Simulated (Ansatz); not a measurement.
TiAl (L1₀ or tetragonal B2, space group No. 123) at seven volumes, PBE (plane waves, PAW; program Ansatz), shape and atoms relaxed at each. One row is withheld.

```
V (Å³/atom)  P (GPa)
-----------  -------
14.769         12.90
15.256          7.95
15.743             ?
16.230          0.01
16.717         -3.16
17.204         -5.89
17.691         -8.24
```

Fit the shown pressures and predict the withheld one.

P = (3/2)B₀(x^(7/2) − x^(5/2))[1 + (3/4)(B′ − 4)(x − 1)] with x = (V₀/V)^(2/3). Least squares on the six rows gives V₀ = 16.231 Å³/atom, B₀ = 113 GPa, B′ = 3.94. At V = 15.743, x = 1.0206 and P = 3.66 GPa. The run itself gave 3.68 GPa.

Space group P4/mmm (L1₀ or tetragonal B2). The cell was relaxed with PBE under the symmetry of its start. The run is not spin-polarised.

Potentials: the earlier of the program's two PAW sets.
